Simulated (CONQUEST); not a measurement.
A self-consistent single point of InGaAs2 (P-4m2, 4 atoms in the cell; from Materials Project mp-1223781, changed as shown).

```
InGaAs2
1.0
    4.30950     0.00000     0.00000
    0.00000     4.30950     0.00000
    0.00000     0.00000     6.08139
In Ga As
1 1 2
Cartesian
  0.00000   0.00000   3.04070
  2.15475   2.15475   0.00000
  2.15475   0.00000   4.67343
  0.00000   2.15475   1.40796
```

Computed with CONQUEST with LDA (PW92), numerical atomic orbitals double-zeta with polarisation (the shipped basis), PseudoDojo norm-conserving potentials made for LDA.

CONQUEST settings:

| key | value |
|---|---|
| basis | DZP |
| Diag.MPMeshX, Y, Z | 6 6 6 |
| potentials | PseudoDojo norm-conserving LDA |
| Grid.GridCutoff | 175 Ha |
| DM.SolutionMethod | diagon |
| Diag.kT | 0.000367 Ha |
| Diag.GammaCentred | true |
| minE.SCTolerance | 1.0e-06 |
| SC.MaxIters | 100 |
| SC.LinearMixingFactor | 0.5 |
| SC.KerkerPreCondition | true |
| SC.KerkerFactor | 0.1 1/bohr |
| AtomMove.TypeOfRun | static |

Results:

| Property | Value |
|---|---|
| Number of valence electrons | 56 |
| Number of bands | 72 |
| Number of k-points after the program's reduction | 154 |
| Size of the basis | 72 |
| Number of SCF iterations | 7 |
| FFT grid | 60 × 60 × 72 |
| Free energy E − TS | -9647.6280 eV |
| Fermi level (on the code's own zero) | -5.09 eV |
| Pressure | -6.36 GPa |

Stress (GPa, positive for compression):
```
-6.40   0.00   0.00
 0.00  -6.40   0.00
 0.00   0.00  -6.27
```

For comparison: a first run was changed to give this one (lattice scaled by 1.02), and from it to this one the free energy rises by 53.3 meV/atom and the pressure goes from -3.92 to -6.36 GPa.

The program uses no crystal symmetry, so grid and mesh can part values that symmetry would make equal. The atom-centred basis is finite, which shifts total energies and pressures against plane waves. The structure comes from a collection of computed structures, made at another level of theory; the collection holds predicted forms beside known ones. No clean gap shows at this smearing width and mesh (spacing up to 0.24 Å⁻¹); the mesh is coarse for partly filled bands, so the values carry mesh errors. Semi-local functionals can close small gaps.

Cost on one core: around 3 core-minutes (rough).
